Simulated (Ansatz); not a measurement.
SrTiS$_{2}$ in space group P-3m1 (No. 164; S on 2d, Ti on 1a, Sr on 1b) at seven volumes, DFT-PBE+D3(BJ) in the program Ansatz with PAW potentials, shape and atoms relaxed at each. One row is withheld.

| V (Å³/atom) | P (GPa) |
|---|---|
| 17.995 | 9.28 |
| 18.588 | 5.75 |
| 19.182 | 2.69 |
| 19.775 | 0.01 |
| 20.368 | -2.28 |
| 20.961 | -4.23 |
| 21.555 | ? |

Fit the shown pressures and predict the withheld one.

P = (3/2)B₀(x^(7/2) − x^(5/2))[1 + (3/4)(B′ − 4)(x − 1)] with x = (V₀/V)^(2/3). Least squares on the six rows gives V₀ = 19.781 Å³/atom, B₀ = 81.9 GPa, B′ = 3.83. At V = 21.555, x = 0.9444 and P = -5.97 GPa. The run itself gave -5.90 GPa.

The cell is a constructed one: a structure type filled with these elements; neither database checked (COD, Materials Project) lists it. Its standing as an ambient phase is unchecked. The PBE+D3(BJ) relaxation kept the symmetry of its start; of distortions, only those at the zone centre were tested. The run is not spin-polarised.

Potentials: the later of the program's two PAW sets.
